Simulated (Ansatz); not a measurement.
Cu Kα1 powder pattern (kinematic, no thermal factors).
| 2θ (°) | relative intensity |
| --- | --- |
| 13.74 | 56 |
| 21.59 | 20 |
| 25.68 | 11 |
| 27.69 | 17 |
| 33.79 | 100 |
| 35.38 | 10 |
| 41.82 | 58 |
| 42.07 | 13 |
| 43.99 | 42 |
| 46.30 | 10 |
| 47.76 | 11 |
| 49.51 | 4 |
| 51.63 | 3 |
| 52.77 | 11 |
| 52.98 | 8 |
| 57.18 | 2 |
| 57.67 | 5 |
| 61.84 | 2 |
| 62.49 | 16 |
| 63.97 | 13 |
| 65.78 | 4 |
| 66.31 | 9 |
| 66.94 | 8 |
| 71.07 | 4 |
| 73.48 | 2 |
| 74.33 | 19 |
| 74.84 | 3 |
| 75.27 | 1 |
| 77.63 | 3 |
| 78.97 | 2 |
| 79.39 | 17 |
| 79.56 | 8 |
| 81.71 | 2 |
| 83.62 | 2 |
| 87.65 | 4 |
| 89.78 | 6 |

The pattern is computed from a structure relaxed with Ansatz 0.2.0, DFT PBE, scalar-relativistic, plane waves, PAW. No spin polarisation. Its elements are Ge, Si.

Problem. Give the structure.

Solution. Si2Ge3.
Space group P4mm (No. 99). a = 4.113 Å, b = 4.113 Å, c = 6.439 Å, α = 90.00°, β = 90.00°, γ = 90.00°
```
atom  site  symmetry       x       y       z
  Si    1a       4mm  0.0000  0.0000  0.7356
  Si    1b       4mm  0.5000  0.5000  0.2435
  Ge    2c      2mm. 0.5000  0.0000  0.9698
  Ge    1a       4mm  0.0000  0.0000  0.3513
```

A pattern alone doesn't exclude other cells with like lines; this is the one computed.

Another cell of Si2Ge3 relaxed alike, in P-3m1, lies 163 meV/atom lower, so this cell isn't the stable form at this level.

The cell was found from a structure generator's guess, not taken from experiment.
